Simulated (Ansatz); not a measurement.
## Computed properties of VPt₃

VPt3:
```
VPt3
1.0
    1.35578     0.78276     8.91376
   -1.35578     0.78276     8.91376
    0.00000    -1.56553     8.91376
V Pt
1 3
Cartesian
  0.00000   0.00000   0.00000
  0.00000   0.00000   6.84178
  0.00000   0.00000  19.89951
  0.00000   0.00000  13.37065
```

Space group R-3m (No. 166); conventional cell a = 2.712 Å, b = 2.712 Å, c = 26.741 Å, α = 90.00°, β = 90.00°, γ = 120.00°.

Method: LDA (plane waves, PAW; program Ansatz). Geometry: relaxed at this level of theory. Other levels are named where they apply.

Cell and energy:

* **Volume per atom**: 14.19 Å³
* **Density**: 18.61 g/cm³
* **Formation energy from the elements (no fitted shifts)**: -0.33 eV/atom

Electronic structure:

Electronic character: metallic (no gap)
Density of states at the Fermi level: 0.84 states/eV per atom (mean over ±0.08 eV)

The first step of the workflow began from a Materials Project structure, measured or hypothetical; the Crystallography Open Database copy checked does not list it. COD files the formula under space group No. 139, 221. Whether it is the stable phase at ambient conditions was not checked. The LDA relaxation kept the symmetry of its start; its stability against distortions is not shown here. The run is not spin-polarised. Axis ratios of metals converge slowly with the k-mesh, so a and c are less sure than the volume. The references are the lowest solids computed at this level, not always the standard phases. Spin–orbit coupling is left out wherever it is not named.

Potentials: the later of the program's two PAW sets.
